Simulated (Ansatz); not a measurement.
A geometry of ZrS2 away from equilibrium: step 4 of the relaxation of a relaxed ZrS2 cell with one S and one Zr atom exchanged in a cell of 3 atoms. Method: PBE (plane waves to 420 eV, PAW, scalar-relativistic; Ansatz, a quantum-chemistry and plane-wave program). Γ-centred k-mesh 7×7×4 on the run's cell (coarser than for final values), Fermi–Dirac smearing 0.05 eV. The plane waves were selected for a different cell earlier on the path.

```
CELL_PARAMETERS angstrom
      3.57933     0.00000     0.00000
     -1.78967     3.09979     0.00000
      0.00000     0.00000     6.28554
ATOMIC_POSITIONS crystal
  S  0.00000 0.00000 0.96489
  S  0.33333 0.66667 0.30043
  Zr 0.66667 0.33333 0.73468
```

Q: What forces act on the atoms (eV/Å)?

A: 
```json
[
 {"atom": "S1", "Fx": "0.00", "Fy": "0.00", "Fz": "-0.87"},
 {"atom": "S2", "Fx": "0.00", "Fy": "0.00", "Fz": "3.51"},
 {"atom": "Zr3", "Fx": "0.00", "Fy": "0.00", "Fz": "-2.64"}
]
```

The path ends in P-3m1 (No. 164) (CdI2 type). No spin polarisation in the result. Without a van der Waals term the distances between weakly bound units are poorly fixed.

The run could not lose the symmetry of its start.
